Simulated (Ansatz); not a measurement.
Al2Au:
```xyz
3
Lattice="0.0000 2.9780 2.9780 2.9780 0.0000 2.9780 2.9780 2.9780 0.0000" Properties=species:S:1:pos:R:3 pbc="T T T"
Al     1.4890     1.4890     1.4890
Al     4.4670     4.4670     4.4670
Au     0.0000     0.0000     0.0000
```

Relaxed with LDA. Special points in fractions of this cell's reciprocal vectors: Γ (0.000, 0.000, 0.000); X (0.500, 0.000, 0.500); U (0.625, 0.250, 0.625); K (0.375, 0.375, 0.750); L (0.500, 0.500, 0.500); W (0.500, 0.250, 0.750).

Q: List the band energies nearest the Fermi level at these points for the program Ansatz at the LDA level (PAW).

A: In eV from the Fermi level; about four levels below and three above (degenerate sets whole), none deeper than 8.9 eV; points with the same levels are listed once.

```csv
k,below,above
Γ,-6.73 -6.73 -6.73 -5.75 -5.75,2.26 2.93 2.93 2.93
X,-5.43 -5.13 -2.16 -2.16,1.36 2.09 7.64
U,-5.64 -4.68 -3.44 -1.40,1.89 4.40 6.06
L,-6.49 -6.49 -5.62 -5.62 -5.57,0.34 0.34 3.26
W,-5.30 -4.08 -4.08 -2.22,4.19 4.19 5.25
```

Space group Fm-3m (fluorite or antifluorite type). The LDA relaxation kept the symmetry of its start; of distortions, only those at the zone centre were tested. Spin–orbit coupling is left out wherever it is not named.

Potentials: the later of the program's two PAW sets.
